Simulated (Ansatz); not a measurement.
**Is this V₃MoS₈ structure stable?**

It was reached by relaxing an invented guess, and it needn't be the stable form of this composition.

All numbers below come from Ansatz, DFT PBE, scalar-relativistic, plane waves, PAW. Cutoff 420 eV, Γ-centred 12×12×2 mesh (12-atom cell), Gaussian smearing of 0.10 eV, collinear spin.

```cif
data_structure
_symmetry_space_group_name_H-M 'P3m1'
_symmetry_Int_Tables_number 156
_cell_length_a 3.1820
_cell_length_b 3.1820
_cell_length_c 27.6560
_cell_angle_alpha 90.000
_cell_angle_beta 90.000
_cell_angle_gamma 120.000
_cell_volume 242.50
loop_
_atom_site_label
_atom_site_type_symbol
_atom_site_symmetry_multiplicity
_atom_site_Wyckoff_symbol
_atom_site_fract_x
_atom_site_fract_y
_atom_site_fract_z
_atom_site_occupancy
V1 V 1 b 0.33333 0.66667 0.00097 1
V2 V 1 c 0.66667 0.33333 0.24741 1
V3 V 1 c 0.66667 0.33333 0.75160 1
Mo1 Mo 1 b 0.33333 0.66667 0.50003 1
S1 S 1 b 0.33333 0.66667 0.19364 1
S2 S 1 b 0.33333 0.66667 0.69781 1
S3 S 1 c 0.66667 0.33333 0.94714 1
S4 S 1 c 0.66667 0.33333 0.44351 1
S5 S 1 b 0.33333 0.66667 0.30122 1
S6 S 1 b 0.33333 0.66667 0.80540 1
S7 S 1 c 0.66667 0.33333 0.05474 1
S8 S 1 c 0.66667 0.33333 0.55653 1
```

Energies over the elements count from the elements' standard structures at the same level, with no fitted energy shifts.

Problem. These tests were run: energy against the elements; phonons at Γ. What do they show?

Solution.

| test | result |
| --- | --- |
| energy against the elements | −0.89 eV/atom |
| phonons at Γ | lowest optical mode ≈0 cm⁻¹ |

It fails none of these tests outright. Whether a mixture of other phases lies lower isn't tested here. Phonons away from Γ weren't computed. Undecided within the accuracy: phonons at Γ.

Weakly bound directions are ill-defined at this level, which has no dispersion term. No Hubbard U is applied to the 3d shell of V. The reference form of S is held partly by dispersion forces, which this level lacks. The magnetic state reached may not be the lowest. The run for the phonons used a 12×12×2 k mesh and Gaussian smearing of 0.20 eV. The cell carries site moments V 0.8 (×2), -0.8 μB.
